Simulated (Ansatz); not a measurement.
## Ta$_{3}$Au in Ansatz, relaxation

Launch command:

```bash
ansatz run input.yaml --threads 2 --pin off --max-ram 2560MiB --backend cpu --events-out ev --progress --plain --runs-dir out
```

The input file (Ansatz 0.2.0, plane waves):

```yaml
crystal:
  lattice:
    - [5.236134, 0.0, 0.0]
    - [0.0, 5.236134, 0.0]
    - [0.0, 0.0, 5.236134]
  atoms:
    - { symbol: Ta, position: [0.25, 0.0, 0.5] }
    - { symbol: Ta, position: [0.5, 0.75, 0.0] }
    - { symbol: Ta, position: [0.75, 0.0, 0.5] }
    - { symbol: Ta, position: [0.5, 0.25, 0.0] }
    - { symbol: Ta, position: [0.0, 0.5, 0.75] }
    - { symbol: Ta, position: [0.0, 0.5, 0.25] }
    - { symbol: Au, position: [0.0, 0.0, 0.0] }
    - { symbol: Au, position: [0.5, 0.5, 0.5] }
  symmetry: { tolerance: 0.0003 }
kpoints:
  mp_grid: { grid: [7, 7, 7], shift: [0, 0, 0] }
magnetization:
  spin_polarized: false
scf:
  occupations: { method: fermi_dirac }
  lower_state_search: "off"
hamiltonian:
  pseudopotentials: { kind: paw }
  xc: r2scan
basis:
  ecutwfc: 500
  fft_grid_basis: typed
relax:
  max_steps: 80
  cell: { p_target: 0.0 }
  f_tol: 0.03
output:
  forces: true
  stress: true
  eigenvalues: true
  bader: true
  populations: true
  elf: true
  write_potential: true
  volumetric_format: npy
  dos:
    e_range: [-12, 8]
    de: 0.05
    projected: { site_lists: { Au: [Au], Ta: [Ta] } }
  write_density: true
checkpoint:
  read: saved_state
```

Origin of the cell: a database entry, scaled a little.

The smearing width isn't typed, so it takes its default of 0.1 eV.

The saved state is a converged single point of the same cell.

Steps («new basis» is an SCF on plane waves selected anew at the same cell):

```csv
step,ΔF (meV/atom),max force component (eV/Å),P (GPa),volume (Å³),SCF iterations,step was
1,0.0,0.000,-3.21,143.56,6,accepted
2,34.3,0.000,13.31,133.74,7,rejected
3,-2.9,0.000,-0.28,141.54,10,accepted
4,-2.9,0.000,0.01,141.35,4,accepted
5,-2.8,0.000,0.00,141.35,5,new basis
```

Step 1, with forces in eV/Å:

```xyz
8
Lattice="5.236 0.000 0.000 0.000 5.236 0.000 0.000 0.000 5.236" Properties=species:S:1:pos:R:3:forces:R:3 pbc="T T T" step=1
Ta    1.309    0.000    2.618    0.000    0.000    0.000
Ta    2.618    3.927    0.000    0.000    0.000    0.000
Ta    3.927    0.000    2.618    0.000    0.000    0.000
Ta    2.618    1.309    0.000    0.000    0.000    0.000
Ta    0.000    2.618    3.927    0.000    0.000    0.000
Ta    0.000    2.618    1.309    0.000    0.000    0.000
Au    0.000    0.000    0.000    0.000    0.000    0.000
Au    2.618    2.618    2.618    0.000    0.000    0.000
```

Step 3, with forces in eV/Å:

```xyz
8
Lattice="5.211 0.000 0.000 0.000 5.211 0.000 0.000 0.000 5.211" Properties=species:S:1:pos:R:3:forces:R:3 pbc="T T T" step=3
Ta    1.303    0.000    2.606    0.000    0.000    0.000
Ta    2.606    3.909    0.000    0.000    0.000    0.000
Ta    3.909    0.000    2.606    0.000    0.000    0.000
Ta    2.606    1.303    0.000    0.000    0.000    0.000
Ta    0.000    2.606    3.909    0.000    0.000    0.000
Ta    0.000    2.606    1.303    0.000    0.000    0.000
Au    0.000    0.000    0.000    0.000    0.000    0.000
Au    2.606    2.606    2.606    0.000    0.000    0.000
```

Step 5, with forces in eV/Å:

```xyz
8
Lattice="5.209 0.000 0.000 0.000 5.209 0.000 0.000 0.000 5.209" Properties=species:S:1:pos:R:3:forces:R:3 pbc="T T T" step=5
Ta    1.302    0.000    2.605    0.000    0.000    0.000
Ta    2.605    3.907    0.000    0.000    0.000    0.000
Ta    3.907    0.000    2.605    0.000    0.000    0.000
Ta    2.605    1.302    0.000    0.000    0.000    0.000
Ta    0.000    2.605    3.907    0.000    0.000    0.000
Ta    0.000    2.605    1.302    0.000    0.000    0.000
Au    0.000    0.000    0.000    0.000    0.000    0.000
Au    2.605    2.605    2.605    0.000    0.000    0.000
```

| Quantity | Value |
| --- | --- |
| Free energy lowered by | 2.8 meV/atom |
| Volume change | -1.54 % |
| Final pressure | 0.00 GPa |
| Relaxation steps listed | 5 |
| Formation energy (elements under the same functional, gases as molecules, uncorrected) | -0.062 eV/atom |
| Gap on the mesh | none (metal) |

Caveats: no moments, though an odd count or open d shells may carry them; no spin-orbit coupling, though heavy elements are present; the relaxation held the start's symmetry, so the end may be a saddle point.

Time: 150 s of wall time on 2 CPU thread(s) of a shared host, from a saved density.
